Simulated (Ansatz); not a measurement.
**What moves the field gradients of Bi2Te3?**

Cell of run 1: a computed structure from the Materials Project (it need not be an observed phase).

```yaml
crystal:
  lattice:
    - [2.20907, 1.27540, 10.75243]
    - [-2.20907, 1.27540, 10.75243]
    - [0.00000, -2.55081, 10.75243]
  atoms:
    - { symbol: Bi, position: [0.60317, 0.60317, 0.60317] }
    - { symbol: Bi, position: [0.39683, 0.39683, 0.39683] }
    - { symbol: Te, position: [0.78319, 0.78319, 0.78319] }
    - { symbol: Te, position: [0.00000, 0.00000, 0.00000] }
    - { symbol: Te, position: [0.21681, 0.21681, 0.21681] }
```

Atoms are numbered from 1 in the order listed; like atoms form one site, named after its first atom.

Relaxed positions (PBE, cell held):

```
CELL_PARAMETERS angstrom
2.20907 1.27540 10.75243
-2.20907 1.27540 10.75243
0.00000 -2.55081 10.75243
ATOMIC_POSITIONS crystal
Bi 0.60262 0.60262 0.60262
Bi 0.39738 0.39738 0.39738
Te 0.78444 0.78444 0.78444
Te 0.00000 0.00000 0.00000
Te 0.21556 0.21556 0.21556
```

All runs are DFT with Ansatz 0.2.0 (plane waves and PAW, scalar-relativistic unless spin–orbit coupling is named, Γ-centred meshes, Fermi–Dirac smearing where given) in this cell.

Run 1: PBE, atoms as given; 420 eV, 9×9×9 k-points, smearing 0.01 eV.
Run 2: r2SCAN, atoms as given; 500 eV, 9×9×9 k-points, smearing 0.01 eV.
Run 3: PBE, atoms relaxed; 420 eV, 9×9×9 k-points, smearing 0.01 eV.
Run 4: r2SCAN, at the relaxed atoms; 500 eV, 9×9×9 k-points, smearing 0.01 eV.

```tsv
run	Bi V_zz (η)	Te3 V_zz (η)	Te4 V_zz (η)
1	1.56 (0.00)	-4.70 (0.00)	10.07 (0.00)
2	2.15 (0.00)	-5.64 (0.00)	10.13 (0.00)
3	2.03 (0.00)	-3.22 (0.00)	10.85 (0.00)
4	?	?	?
```

V_zz in 10²¹ V/m².

Task: Estimate the row of run 4.

Result: Bi: 2.64 (0.00); Te3: -4.19 (0.00); Te4: 10.92 (0.00). It lies nearest to run 3, from whose tensors on these sites it differs by 0.98 at most (largest principal value of the difference, on Te3). Taken one at a time, the positions of the atoms (as given or relaxed) move the tensors on these sites by up to 1.49 (largest principal value of the change, on Te3), the functional (r2SCAN with its higher cutoff) by 0.98 (Te3).

Leaving out spin–orbit coupling shifts gradients on Bi by a few per cent in wide-gap crystals, and can shift them far more where the calculated gap is small or absent, as here.
